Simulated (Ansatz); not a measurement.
Input and command of a plane-wave DFT calculation in Ansatz:

```yaml
crystal:
  lattice:
    - [0.0, 3.1971494245, 3.1971494245]
    - [3.1971494245, 0.0, 3.1971494245]
    - [3.1971494245, 3.1971494245, 0.0]
  atoms:
    - { symbol: W, position: [0.0, 0.0, 0.0] }
    - { symbol: I, position: [0.75, 0.75, 0.75] }
basis:
  ecutwfc: 420
kpoints:
  mp_grid: { grid: [6, 6, 6] }
hamiltonian:
  xc: pbe
scf:
  occupations: { method: gaussian, width: 0.1 }
  lower_state_search: "off"
output:
  forces: true
  stress: true
  eigenvalues: true
```

```bash
ansatz run input.yaml --threads 1 --pin off --max-ram 2560MiB --backend cpu --events-out ev --progress --plain --runs-dir out
```

Processor: Arm Neoverse V1, 1 thread, on a host shared with other jobs.

Q: How long does it run, and how much memory does it take?

A: About 2.5 s on 1 thread of Arm Neoverse V1 (shared host), peak memory 0.32 GiB. It solves 20 bands at 16 k points (the mesh reduced by the symmetry that the task leaves, which can be less than the crystal's) with about 1243 plane waves, in 7 SCF iterations.
